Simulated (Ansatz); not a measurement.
Ga$_{3}$Ni$_{2}$:
```
Ga3Ni2
1.0
    4.02286     0.00000     0.00000
   -2.01143     3.48390     0.00000
    0.00000     0.00000     4.84968
Ga Ni
3 2
Direct
  0.66667   0.33333   0.35938
  0.33333   0.66667   0.64062
  0.00000   0.00000   0.00000
  0.66667   0.33333   0.85793
  0.33333   0.66667   0.14207
```

Relaxed with r²SCAN. Special points in fractions of this cell's reciprocal vectors: Γ (0.000, 0.000, 0.000); M (0.500, 0.000, 0.000); K (0.333, 0.333, 0.000); A (0.000, 0.000, 0.500); L (0.500, 0.000, 0.500); H (0.333, 0.333, 0.500).

Task: List the band energies nearest the Fermi level at these points for plane-wave PAW r²SCAN (Ansatz code).

Result: In eV from the Fermi level; about four levels below and three above (degenerate sets whole), none deeper than 8.9 eV; points with the same levels are listed once.

| k | below | above |
|---|---|---|
| Γ | -1.60 -1.60 -1.41 -1.06 | 1.44 1.44 3.42 3.42 |
| M | -1.82 -1.49 -1.48 -1.38 | 1.25 1.35 3.45 |
| K | -1.73 -1.73 -1.03 -1.03 | 1.31 2.34 2.34 |
| A | -1.78 -1.78 -1.69 -1.69 | 2.09 2.83 2.83 |
| L | -1.63 -1.59 -1.07 -0.31 | 1.50 1.97 3.00 |
| H | -1.60 -1.32 -1.32 -0.10 | 6.59 7.71 7.71 |

Space group P-3m1 (La2O3 or Ni2Al3 type). The first step of the workflow began from a Materials Project structure, measured or hypothetical; the Crystallography Open Database files this formula in space group No. 164, but the cells were not matched. Its standing as an ambient phase is unchecked. The cell was relaxed with r²SCAN under the symmetry of its start; whether a distortion lowers the energy is not shown. The run is not spin-polarised. Scalar-relativistic: spin–orbit coupling is off unless named, which matters more the heavier the elements.

Potentials: the earlier of the program's two PAW sets.
